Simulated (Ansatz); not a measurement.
## NaTl-type SrMg

Level of theory: DFT, PBEsol, scalar-relativistic, no spin polarisation; plane waves to 420 eV with PAW datasets (Ansatz 0.2.0), Γ-centred 8×8×8 mesh, 0.05 eV Gaussian smearing. The datasets are Ansatz's generated set soft_2.

```cif
data_structure
_symmetry_space_group_name_H-M 'P 1'
_symmetry_Int_Tables_number 1
_cell_length_a 5.7157
_cell_length_b 5.7157
_cell_length_c 5.7157
_cell_angle_alpha 60.000
_cell_angle_beta 60.000
_cell_angle_gamma 60.000
_cell_volume 132.03
loop_
_atom_site_label
_atom_site_type_symbol
_atom_site_fract_x
_atom_site_fract_y
_atom_site_fract_z
_atom_site_occupancy
Sr1 Sr 0.75000 0.75000 0.75000 1
Sr2 Sr 0.50000 0.50000 0.50000 1
Mg1 Mg 0.00000 0.00000 0.00000 1
Mg2 Mg 0.25000 0.25000 0.25000 1
```

The cell came from substitution into a structure type; whether the compound takes it is for experiment to say.

The cell is relaxed to zero pressure at this level.

Path: Γ–X–U | K–Γ–L–W–X, with Γ = (0.000, 0.000, 0.000), X = (0.500, 0.000, 0.500), U = (0.625, 0.250, 0.625), K = (0.375, 0.375, 0.750), L = (0.500, 0.500, 0.500), W = (0.500, 0.250, 0.750) in reciprocal vectors of the calculation's cell.

Is it a metal or an insulator, and if it has a gap, where are the band edges on this path?

A metal: bands cross the Fermi level.

Levels between -4 and 4 eV from the Fermi level at the path's named points:
| point | below E_F (eV) | above E_F (eV) |
| --- | --- | --- |
| Γ |  | 0.37 0.37 0.37 0.65 0.65 0.89 0.89 0.89 2.23 3.92 |
| X | -2.78 -2.78 -0.47 -0.47 -0.06 -0.06 | 2.00 2.00 2.52 2.52 3.72 3.72 |
| U and K | -2.83 -2.54 -1.57 -0.27 -0.07 | 1.26 1.93 1.93 2.12 2.80 3.25 3.82 |
| L | -3.30 -2.89 -0.47 -0.47 | 1.18 1.30 1.36 1.36 2.04 2.04 3.99 3.99 |
| W | -2.64 -2.64 -1.25 -1.25 | 0.83 0.83 1.94 1.94 2.43 2.43 3.96 3.96 |
